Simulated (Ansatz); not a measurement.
One crystal and one scan (energy against volume) at two levels, PBE (plane waves to 420 eV, PAW, scalar-relativistic; Ansatz, an electronic-structure program) and r2SCAN (plane waves to 500 eV, PAW, scalar-relativistic; Ansatz), each from its own relaxed cell and on its own mesh. The cell shown is that of PBE.

KBr (rock salt)

```yaml
crystal:
  lattice:
    - [0.00000, 3.35261, 3.35261]
    - [3.35261, 0.00000, 3.35261]
    - [3.35261, 3.35261, 0.00000]
  atoms:
    - { symbol: Br, position: [0.00000, 0.00000, 0.00000] }
    - { symbol: K, position: [0.50000, 0.50000, 0.50000] }
```

E(V) scan at fixed shape, V₀ the volume above. Symmetry pins the atoms to their sites.

Energies are smeared free energies. KBr was relaxed with its symmetry unable to fall. Percentages come from the unrounded values.

Results of PBE:

| Quantity | Value |
|---|---|
| Lattice constant a (Å) | 6.705 |
| Bulk modulus B₀ (third-order Birch-Murnaghan fit) (GPa) | 13.5 |

Problem. What does r2SCAN give for the same quantities?

Solution. 
```
quantity                                                 r2SCAN     PBE − r2SCAN
-------------------------------------------------------  ------  ---------------
Lattice constant a (Å)                                    6.609  +0.096 (+1.5 %)
Bulk modulus B₀ (third-order Birch-Murnaghan fit) (GPa)    15.9     -2.4 (-15 %)
```

PBE gives the higher value for: lattice constant a. PBE gives the lower value for: bulk modulus B₀. For the lattice constant a the reference is 6.541 Å (measured at or taken to low temperature; as given in Klaus Doll, Hermann Stoll, Physical review. B, Condensed matter (1998), arXiv:cond-mat/9801031): r2SCAN lies nearer. 

(Under strain, the slope of the energy per volume gives the stress and its curvature an elastic modulus.)
